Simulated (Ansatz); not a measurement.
SiMo3:
```xyz
8
Lattice="4.8599 0.0000 0.0000 0.0000 4.8599 0.0000 0.0000 0.0000 4.8599" Properties=species:S:1:pos:R:3 pbc="T T T"
Mo     1.2150     0.0000     2.4299
Mo     2.4299     3.6449     0.0000
Mo     3.6449     0.0000     2.4299
Mo     2.4299     1.2150     0.0000
Mo     0.0000     2.4299     3.6449
Mo     0.0000     2.4299     1.2150
Si     0.0000     0.0000     0.0000
Si     2.4299     2.4299     2.4299
```

Relaxed with PBEsol. Special points in fractions of this cell's reciprocal vectors: Γ (0.000, 0.000, 0.000); X (0.000, 0.500, 0.000); M (0.500, 0.500, 0.000); R (0.500, 0.500, 0.500).

**Question.** List the band energies nearest the Fermi level at these points for PBEsol in the plane-wave PAW code Ansatz.

**Answer.** In eV from the Fermi level; about four levels below and three above (degenerate sets whole), none deeper than 8.9 eV; points with the same levels are listed once.

| k | below | above |
|---|---|---|
| Γ | -2.23 -2.23 -2.23 -1.61 -1.61 | 1.27 1.27 1.27 |
| X | -2.53 -2.53 -1.74 -1.74 | 0.26 0.26 0.94 0.94 |
| M | -0.78 -0.72 -0.53 -0.10 | 0.26 0.84 1.08 1.08 |
| R | -1.21 -1.21 -1.21 -1.21 -1.21 -1.21 | 1.30 1.30 1.30 1.30 1.30 1.30 |

Space group Pm-3n (A15 (Cr3Si type)). The cell was relaxed with PBEsol under the symmetry of its start; of distortions, only those at the zone centre were tested. The run is not spin-polarised. Scalar-relativistic: spin–orbit coupling is off unless named, which matters more the heavier the elements.

Potentials: the later of the program's two PAW sets.
